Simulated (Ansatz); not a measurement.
SiO₂:
```yaml
crystal:
  lattice:
    - [3.77425, 0.00000, 0.00000]
    - [0.00000, 3.77425, 0.00000]
    - [0.00000, 0.00000, 3.77425]
  atoms:
    - { symbol: Si, position: [0.50000, 0.50000, 0.50000] }
    - { symbol: Si, position: [0.00000, 0.00000, 0.00000] }
    - { symbol: O, position: [0.25000, 0.25000, 0.25000] }
    - { symbol: O, position: [0.25000, 0.75000, 0.75000] }
    - { symbol: O, position: [0.75000, 0.75000, 0.25000] }
    - { symbol: O, position: [0.75000, 0.25000, 0.75000] }
```

Cartesian axes are those of the cell as given.

Question: Give the high-frequency dielectric tensor and the Born effective charge tensors of the independent atoms from DFPT, the program Ansatz at the r²SCAN level (PAW).

Answer: 
ε∞:
```
3.12  0.00  0.00
0.00  3.12  0.00
0.00  0.00  3.12
```
Z* of atom 1 (Si), rows: field, columns: displacement, in e:
```
3.86  0.00  0.00
0.00  3.86  0.00
0.00  0.00  3.86
```
Z* of atom 3 (O), rows: field, columns: displacement, in e:
```
-1.93  -0.61  -0.61
-0.61  -1.93  -0.61
-0.61  -0.61  -1.93
```

Static charges for comparison (Bader): Si1 +3.36, O3 -1.68 e. Born charges measure polarisation by displacement and can exceed these by far.

Space group Pn-3m. The workflow started from a Materials Project entry (that database holds measured and hypothetical structures alike); the Crystallography Open Database copy checked does not list it. It is not the phase usual at ambient conditions (space group No. 92, 152, 154). The r²SCAN relaxation kept the symmetry of its start; its stability against distortions is not shown here.

Potentials: the earlier of the program's two PAW sets. The files were generated under PBE; for other functionals the program regenerates the frozen cores, and for LDA and PBEsol the local potential too.
